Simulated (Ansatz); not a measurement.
# Formation energy of BaGe3 (AuCu3-type structure)

Computed with Ansatz (plane waves, PAW, 420 eV cutoff): PBEsol, scalar-relativistic, no spin polarisation, Γ-centred 8×8×8 mesh, 0.05 eV Gaussian smearing; PAW files: Ansatz's generated set soft_2.

This is a trial structure made by placing the elements on a prototype's sites, so it needn't be the stable form.

It takes space group Pm-3m (No. 221, cubic). The conventional cell has a = 4.542 Å, b = 4.542 Å, c = 4.542 Å, α = 90.00°, β = 90.00°, γ = 90.00°. Ba (site symmetry m-3m) is surrounded by 12 Ge at 3.21 Å. Ge (site symmetry 4/mmm) has 4 Ba at 3.21 Å and 8 Ge at 3.21 Å as nearest neighbours. (Neighbours are counted to 15 % beyond the shortest distance.)

The elements were computed in their standard states with the same datasets, cutoff and functional. Absolute energies hang on the potentials; compare differences alone.

Energy of the relaxed cell (4 atoms, smearing extrapolated to zero): -18623.601 eV. Elements, in eV/atom: Ba -5862.609, Ge -4253.497.

**Question.** What is the formation energy?

**Answer.** [-18623.601 − (1 × -5862.609 + 3 × -4253.497)] / 4 = -0.13 eV/atom, or -12 kJ per mole of atoms.

The value is for 0 K, without zero-point energy. A negative value shows stability against the elements alone, not against other compounds or structures.

Spin–orbit coupling, which matters for such heavy elements, is left out.
